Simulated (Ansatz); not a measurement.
Input, command and steps of an Ansatz relaxation.

```yaml
crystal:
  lattice:
    - [0.0, 0.0, -5.8464666]
    - [3.60893, 6.2508501, 0.0]
    - [3.60893, -6.2508501, 0.0]
  atoms:
    - { symbol: "N", position: [0.6195879236, 0.1693707232, 0.3303084287] }
    - { symbol: "N", position: [0.6198401066, 0.6657915511, 0.3318428133] }
    - { symbol: "N", position: [0.6249829978, 0.6633050337, 0.8279067952] }
    - { symbol: "N", position: [0.1190552457, 0.3321134774, 0.1666453797] }
    - { symbol: O, position: [0.624626189, 0.1685859209, 0.834617706] }
    - { symbol: O, position: [0.1178079644, 0.3395246658, 0.6669675365] }
    - { symbol: O, position: [0.1149389217, 0.8300915286, 0.6633314066] }
    - { symbol: O, position: [0.1228925357, 0.8336101004, 0.1604936736] }
    - { symbol: Sc, position: [0.0007391686, 0.6695326407, 0.3369420453] }
    - { symbol: Sc, position: [0.4993517163, 0.3309181364, 0.6693040926] }
    - { symbol: Sc, position: [0.4977158307, 0.8348880947, 0.1663021937] }
    - { symbol: In, position: [0.9983588249, 0.1630544414, 0.3300123234] }
    - { symbol: In, position: [0.0026463301, 0.1652768205, 0.8353101565] }
    - { symbol: In, position: [0.9956771773, 0.6688957245, 0.8321069432] }
    - { symbol: In, position: [0.4958621207, 0.3356431986, 0.167835723] }
    - { symbol: In, position: [0.5023031876, 0.8352749024, 0.6659144718] }
  symmetry: { detect: false }
basis:
  ecutwfc: 420
kpoints:
  mp_grid: { grid: [2, 2, 2], shift: [0.5, 0.5, 0.5] }
hamiltonian:
  xc: pbe
scf:
  occupations: { method: gaussian, width: 0.1 }
  lower_state_search: "off"
output:
  forces: true
  stress: true
  eigenvalues: true
relax:
  adjacent_minimum: "off"
  f_tol: 0.04
  max_steps: 50
  cell: { stress_tol: 0.3 }
```

```bash
ansatz run input.yaml --threads 4 --pin off --max-ram 9216MiB --backend cpu --events-out ev --progress --plain --runs-dir out
```

Level of theory: DFT PBE, scalar-relativistic, plane waves, PAW (Ansatz 0.2.0).

Of 17 frames 10 are shown, positions in Å and forces in eV/Å; the SCF threshold varies from step to step. Steps run on the plane waves of an earlier cell, with a Pulay correction in the pressure. The basis is chosen afresh for the last frame, the zero of the energies, and can be on the way; energy and pressure step there, also at an unchanged geometry.

```xyz
16
Lattice="0.0000 0.0000 -5.8465 3.6089 6.2508 0.0000 3.6089 -6.2508 0.0000" Properties=species:S:1:pos:R:3:forces:R:3 pbc="T T T" step=1 free_energy_over_end_meV_per_atom=182.64 pressure_GPa=-1.16
N     1.8033   -1.0060   -3.6224    0.0330   -1.4040    0.9770
N     3.6004    2.0875   -3.6239   -0.1210    1.4150   -0.9970
N     5.3817   -1.0289   -3.6539    0.0040   -1.2850    1.3780
N     1.8000    1.0343   -0.6961    1.2480    0.7490    0.4360
O     3.6205   -4.1633   -3.6519    0.2660    1.0430    0.3850
O     3.6324   -2.0468   -0.6888   -0.1830   -0.3050   -1.4680
O     5.3897    1.0424   -0.6720   -1.1620    0.7950    0.3430
O     3.5877    4.2076   -0.7185    0.1220   -1.6920   -1.0060
Sc    3.6323    2.0790   -0.0043   -0.6800   -0.0990    0.3290
Sc    3.6097   -2.1152   -2.9194   -0.0670    0.8790   -0.4210
Sc    3.6132    4.1792   -2.9099   -0.0810    0.1510   -0.4190
In    1.7794   -1.0436   -5.8369    0.4810    0.4010    0.3960
In    3.6110   -4.1883   -0.0155    0.4070    0.0900   -0.0700
In    5.4170   -1.0202   -5.8212   -0.2260   -0.0640    0.1410
In    1.8170    1.0489   -2.8990    0.2360   -0.3030    0.0460
In    5.4177    1.0586   -2.9367   -0.2770   -0.3720   -0.0490
16
Lattice="0.0429 -0.0381 -5.7934 3.5969 6.2593 0.0143 3.6146 -6.2695 -0.0673" Properties=species:S:1:pos:R:3:forces:R:3 pbc="T T T" step=3 free_energy_over_end_meV_per_atom=87.21 pressure_GPa=0.50
N     1.8024   -1.1371   -3.4956   -0.1210    0.4150   -0.2070
N     3.5891    2.1953   -3.6658    0.1270   -0.3600    0.4130
N     5.4264   -1.1629   -3.5371    0.0540    0.5440    0.2450
N     1.9245    1.1046   -0.6260   -0.5150   -0.4160   -0.2870
O     3.6959   -4.0901   -3.5527   -0.0810   -0.2810    0.1290
O     3.6164   -2.1381   -1.0265   -0.3470   -0.1490    0.1070
O     5.1923    1.1911   -0.6030    0.0820    0.2950   -0.3590
O     3.6602    3.9874   -0.8340    0.3970   -0.1720   -0.1820
Sc    3.5374    2.1476    0.0460    0.4670    0.1110   -0.0540
Sc    3.6264   -2.0770   -3.0509    0.0250   -0.1080    0.0960
Sc    3.6021    4.1495   -2.8893    0.0490    0.0640    0.1210
In    1.9028   -1.0864   -5.8094   -0.0060    0.1230    0.1760
In    3.6374   -4.2122   -0.0500   -0.0680   -0.0160   -0.1000
In    5.4602   -1.0906   -5.8718    0.0420    0.1850    0.0750
In    1.8836    0.9945   -2.8378    0.1000   -0.0720   -0.1070
In    5.4028    1.0029   -2.9197   -0.2050   -0.1620   -0.0670
16
Lattice="0.0178 -0.0655 -5.8578 3.5045 6.2466 0.0591 3.6787 -6.3472 -0.0811" Properties=species:S:1:pos:R:3:forces:R:3 pbc="T T T" step=5 free_energy_over_end_meV_per_atom=54.65 pressure_GPa=-0.37
N     1.8025   -1.1209   -3.5597    0.0710   -0.3310   -0.4280
N     3.5833    2.1107   -3.6939   -0.0180    0.1590   -0.2830
N     5.3929   -1.1826   -3.3519   -0.0290   -0.4920    0.4580
N     1.8490    1.0397   -0.6934    0.1370   -0.1560   -0.0360
O     3.6568   -4.2332   -3.4672   -0.0430    0.0840    0.2510
O     3.4162   -2.2380   -0.9864   -0.1480    0.2970    0.2170
O     5.1585    1.2985   -0.8147    0.1590   -0.3950    0.0210
O     3.8485    3.8203   -0.9224    0.0930    0.5540    0.1240
Sc    3.5598    2.0987    0.0113   -0.1900   -0.1870    0.1030
Sc    3.5845   -2.1862   -2.9742    0.1150    0.0670    0.0540
Sc    3.5430    4.1015   -2.8747   -0.1420    0.0810   -0.2810
In    1.8669   -1.0814   -5.8023   -0.0390   -0.1290   -0.1250
In    3.6654   -4.2890   -0.0295    0.0220    0.0970   -0.0290
In    5.5059   -1.1334   -5.9172   -0.0110   -0.0960    0.0140
In    1.8557    0.9669   -2.8919   -0.1420    0.1420   -0.0060
In    5.2690    0.8946   -2.9548    0.1660    0.3080   -0.0520
16
Lattice="0.0148 -0.0189 -5.8749 3.4921 6.1704 0.0110 3.7123 -6.2976 -0.0293" Properties=species:S:1:pos:R:3:forces:R:3 pbc="T T T" step=6 free_energy_over_end_meV_per_atom=49.76 pressure_GPa=0.00
N     1.8234   -1.1159   -3.6672    0.0820   -0.3440    0.1330
N     3.6084    2.0867   -3.7543   -0.2120    0.3290   -0.5010
N     5.4095   -1.1460   -3.2137   -0.0630   -0.9060    0.3190
N     1.8390    0.9762   -0.7665    0.6000    0.3590   -0.0930
O     3.6647   -4.1949   -3.3961    0.2230    0.4620    0.4180
O     3.3530   -2.1786   -0.8960    0.2530    0.1220   -0.4650
O     5.2212    1.2095   -0.8755   -0.4960    0.0820    0.6970
O     3.9032    3.8281   -0.9597   -0.2680   -0.2060   -0.0940
Sc    3.5883    2.0396   -0.0495   -0.2230    0.0360   -0.1260
Sc    3.5917   -2.1495   -2.9091    0.2370    0.1490    0.0910
Sc    3.5552    4.0836   -2.9388   -0.3450    0.1270   -0.0290
In    1.8434   -1.0382   -5.8402   -0.1910    0.1510    0.0550
In    3.7087   -4.2467   -0.0173    0.1570   -0.0750    0.1860
In    5.4549   -1.0861   -5.8007    0.2510   -0.3250   -0.2410
In    1.8520    0.9706   -2.9682   -0.1420    0.0840    0.0790
In    5.2893    0.9386   -2.9611    0.1350   -0.0450   -0.4270
16
Lattice="0.0829 -0.0660 -5.9168 3.4769 6.1062 0.0193 3.7354 -6.2555 -0.1217" Properties=species:S:1:pos:R:3:forces:R:3 pbc="T T T" step=8 free_energy_over_end_meV_per_atom=21.83 pressure_GPa=-0.22
N     1.8551   -1.1442   -3.7587    0.0720   -0.0600   -0.0690
N     3.6154    2.0334   -3.8966    0.0950   -0.0590   -0.0620
N     5.4551   -1.2338   -3.2518   -0.0620    0.1000    0.1260
N     1.9065    0.9753   -0.9007    0.2040    0.0430    0.2340
O     3.7257   -4.1223   -3.1010   -0.1450    0.0260    0.2070
O     3.4332   -2.0383   -0.8957    0.0920    0.1550    0.1750
O     5.1436    1.0540   -0.8834    0.0170   -0.1860    0.0320
O     3.9307    3.7594   -1.0826    0.1580   -0.0610   -0.0970
Sc    3.5760    2.0038   -0.1352   -0.2260   -0.0050    0.0090
Sc    3.6283   -2.1141   -2.8887   -0.0500   -0.0250   -0.1460
Sc    3.5514    4.0095   -3.0434   -0.0110    0.0200   -0.2310
In    1.8710   -1.0432   -5.9368   -0.0890    0.0450    0.0770
In    3.7457   -4.2560   -0.0894    0.1120   -0.0410   -0.0390
In    5.6111   -1.2491   -5.9980   -0.0370   -0.0270   -0.1240
In    1.8645    0.9493   -3.0551   -0.1130    0.0640   -0.0730
In    5.3295    0.8874   -3.0596   -0.0160    0.0120   -0.0210
16
Lattice="0.2212 -0.1773 -5.8446 3.4801 6.1172 0.0530 3.7185 -6.2549 -0.3262" Properties=species:S:1:pos:R:3:forces:R:3 pbc="T T T" step=10 free_energy_over_end_meV_per_atom=13.80 pressure_GPa=0.04
N     1.8897   -1.1518   -3.8069    0.1690    0.0480   -0.0920
N     3.6375    1.9665   -3.9656    0.2940   -0.2770    0.1070
N     5.4537   -1.3068   -3.3087    0.0370    0.5120   -0.0860
N     2.0332    0.9749   -0.9915   -0.5340   -0.2070   -0.0990
O     3.6021   -4.0705   -2.9261   -0.1140   -0.5140    0.1370
O     3.5925   -1.8788   -0.8461   -0.5800   -0.3230    0.0140
O     5.1867    0.8332   -0.7870    0.2360    0.3060   -0.3010
O     4.1545    3.6322   -1.3090    0.2790    0.0680    0.2700
Sc    3.6361    1.9703   -0.2416    0.1530    0.3460    0.1810
Sc    3.6108   -2.0902   -2.8703   -0.4040    0.3090   -0.0980
Sc    3.5707    3.9671   -3.2122    0.3430   -0.1010    0.2080
In    1.9510   -1.1426   -5.9743    0.0160   -0.2320    0.0000
In    3.8886   -4.2892   -0.2984   -0.0880    0.0340   -0.1880
In    5.7869   -1.4376   -6.1018    0.3770    0.0320    0.2180
In    1.7837    0.9861   -3.1384    0.1050   -0.0270   -0.3290
In    5.3179    0.8269   -3.0598   -0.2890    0.0250    0.0560
16
Lattice="0.2111 -0.1310 -5.8075 3.4687 6.0931 0.0098 3.7682 -6.2660 -0.2704" Properties=species:S:1:pos:R:3:forces:R:3 pbc="T T T" step=12 free_energy_over_end_meV_per_atom=4.44 pressure_GPa=0.01
N     1.9579   -1.1577   -3.7790   -0.0280   -0.0270   -0.0440
N     3.6738    1.9859   -3.9272    0.0480   -0.0440    0.0320
N     5.5143   -1.2902   -3.2716   -0.1660    0.0620   -0.0720
N     1.9952    0.9668   -1.0456    0.0440   -0.0620    0.0230
O     3.6033   -4.1233   -2.8424   -0.0750    0.0540    0.1040
O     3.5761   -2.0223   -0.8113    0.0880    0.1810   -0.0360
O     5.1864    0.9023   -0.7864    0.0800   -0.1220   -0.0090
O     4.2036    3.6494   -1.2551   -0.0710   -0.0140   -0.0760
Sc    3.6109    2.0019   -0.2352   -0.0690    0.0710   -0.0020
Sc    3.6410   -2.1040   -2.8606    0.0160   -0.0640    0.0120
Sc    3.6224    3.9750   -3.1450    0.0240    0.0360   -0.0570
In    2.0329   -1.0951   -5.9289   -0.1510    0.0660    0.0080
In    3.8937   -4.3125   -0.3764    0.0660   -0.1420    0.1070
In    5.7845   -1.3699   -5.9651    0.2320   -0.0610    0.0560
In    1.7613    1.0068   -3.2249   -0.0600    0.0530   -0.0650
In    5.2737    0.8165   -3.0253    0.0210    0.0130    0.0190
16
Lattice="0.2609 -0.1830 -5.7477 3.4781 6.1063 0.0346 3.8230 -6.3054 -0.3567" Properties=species:S:1:pos:R:3:forces:R:3 pbc="T T T" step=13 free_energy_over_end_meV_per_atom=4.45 pressure_GPa=-0.76
N     1.9971   -1.1863   -3.7776   -0.0350    0.0370    0.0690
N     3.7508    1.9272   -3.9026   -0.1170    0.0310    0.0090
N     5.5614   -1.3431   -3.4866    0.1020    0.0560    0.1720
N     2.0120    0.9537   -1.0709   -0.1500    0.1250    0.0620
O     3.5739   -4.1077   -2.7651    0.0710   -0.0810    0.0530
O     3.6760   -1.9080   -0.8218   -0.1060   -0.2550   -0.0940
O     5.2375    0.7856   -0.7417    0.1250    0.2780   -0.1120
O     4.2641    3.5863   -1.2709    0.0740    0.0130   -0.0140
Sc    3.6577    1.9420   -0.2576    0.0360    0.0450    0.0050
Sc    3.6823   -2.1021   -2.8561    0.1280   -0.0420   -0.0580
Sc    3.6949    3.9269   -3.1549   -0.1360    0.0320    0.1200
In    2.0702   -1.1634   -5.9228    0.0060   -0.0920   -0.0150
In    3.9844   -4.3422   -0.4228   -0.0370   -0.0170   -0.3630
In    5.9411   -1.4771   -5.8660   -0.1750    0.0860    0.0810
In    1.7591    1.0119   -3.2448    0.0810   -0.0400    0.0560
In    5.3266    0.7555   -2.9919    0.1340   -0.1750    0.0270
16
Lattice="0.2390 -0.1634 -5.7563 3.4861 6.1189 0.0272 3.7583 -6.2760 -0.3222" Properties=species:S:1:pos:R:3:forces:R:3 pbc="T T T" step=15 free_energy_over_end_meV_per_atom=0.74 pressure_GPa=0.18
N     1.9694   -1.1664   -3.7597   -0.0110   -0.0250   -0.0060
N     3.7049    1.9752   -3.8938    0.0480   -0.0410    0.0260
N     5.5033   -1.2944   -3.4369   -0.0020    0.0260    0.0480
N     2.0010    0.9675   -1.0513    0.0480   -0.0120    0.0140
O     3.5576   -4.1175   -2.7733   -0.0370    0.0180    0.0010
O     3.6255   -1.9529   -0.8243   -0.0570    0.0150   -0.0230
O     5.2206    0.8675   -0.7533   -0.0200    0.0380   -0.0300
O     4.2317    3.6360   -1.2536    0.0480   -0.0140   -0.0540
Sc    3.6292    1.9930   -0.2413   -0.0490    0.0110   -0.0110
Sc    3.6494   -2.1016   -2.8635    0.0070   -0.0170    0.0080
Sc    3.6668    3.9686   -3.1373   -0.0080   -0.0310    0.0070
In    2.0370   -1.1342   -5.9088   -0.0400    0.0140   -0.0140
In    3.9100   -4.3217   -0.4295    0.0250   -0.0260    0.0250
In    5.8355   -1.4001   -5.8440    0.0530   -0.0210    0.0080
In    1.7524    1.0205   -3.2342    0.0020    0.0150   -0.0220
In    5.2912    0.7912   -2.9932   -0.0060    0.0500    0.0240
16
Lattice="0.2395 -0.1631 -5.7691 3.4793 6.1139 0.0265 3.7647 -6.2786 -0.3222" Properties=species:S:1:pos:R:3:forces:R:3 pbc="T T T" step=17 free_energy_over_end_meV_per_atom=0.00 pressure_GPa=-0.02
N     1.9685   -1.1745   -3.7758   -0.0190    0.0040    0.0060
N     3.7093    1.9623   -3.9051   -0.0090   -0.0020   -0.0110
N     5.5087   -1.2958   -3.4261    0.0060   -0.0110   -0.0200
N     2.0027    0.9618   -1.0596    0.0080    0.0110    0.0250
O     3.5641   -4.1156   -2.7668    0.0000    0.0040   -0.0390
O     3.6180   -1.9456   -0.8266    0.0090   -0.0050    0.0090
O     5.2187    0.8678   -0.7582   -0.0030   -0.0030    0.0210
O     4.2384    3.6223   -1.2719   -0.0090   -0.0120   -0.0040
Sc    3.6241    1.9900   -0.2448    0.0040   -0.0160    0.0020
Sc    3.6503   -2.1018   -2.8636   -0.0160    0.0060    0.0040
Sc    3.6593    3.9571   -3.1490    0.0160    0.0050    0.0130
In    2.0226   -1.1352   -5.9255    0.0230   -0.0030    0.0000
In    3.9186   -4.3231   -0.4263    0.0060   -0.0040   -0.0190
In    5.8356   -1.4033   -5.8561   -0.0120    0.0080    0.0050
In    1.7539    1.0145   -3.2434   -0.0040   -0.0040   -0.0060
In    5.2932    0.7912   -2.9941   -0.0010    0.0220    0.0140
```

Time: 78 s on 4 threads of Arm Neoverse V1, on a shared host, peak memory 0.78 GiB.

The k mesh is coarse.